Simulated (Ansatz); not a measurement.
One crystal and one scan (energy over volume and axial ratio) at two levels, PBE (plane waves to 420 eV, PAW, scalar-relativistic; Ansatz, a quantum-chemistry and plane-wave program) and r2SCAN (plane waves to 500 eV, PAW, scalar-relativistic; Ansatz), each from its own relaxed cell and on its own mesh.

The crystal is BaTiO$_{3}$ (cubic perovskite); volume and axial ratio are varied about the relaxed values (subscript 0).

The energy includes the smearing's −TS. BaTiO3 is run without spin polarisation. BaTiO3 was relaxed with its symmetry unable to fall. The PAW data are Ansatz's earlier set. This is a high-temperature form of BaTiO3. Both scans cover V/V₀ from 0.960 to 1.040 and (c/a)/(c/a)₀ from 0.880 to 1.120.

| quantity | run 1 | run 2 |
|---|---|---|
| Lattice constant a (Å) | 3.994 | 4.019 |
| Band gap of the relaxed cell, no spin-orbit coupling (eV) | 2.18 | 1.79 |
| Shear modulus C′ = (C11 − C12)/2 (fit, atoms clamped) (GPa) | 101 | 89 |

Q: Which run is which level?

A: Run 2 is PBE, run 1 is r2SCAN. PBE gives the higher value for: lattice constant a. PBE gives the lower value for: band gap of the relaxed cell, no spin-orbit coupling; shear modulus C′. Neither level is exact: the differences show how much the result hangs on the functional.

(Under strain, the slope of the energy per volume gives the stress and its curvature an elastic modulus.)
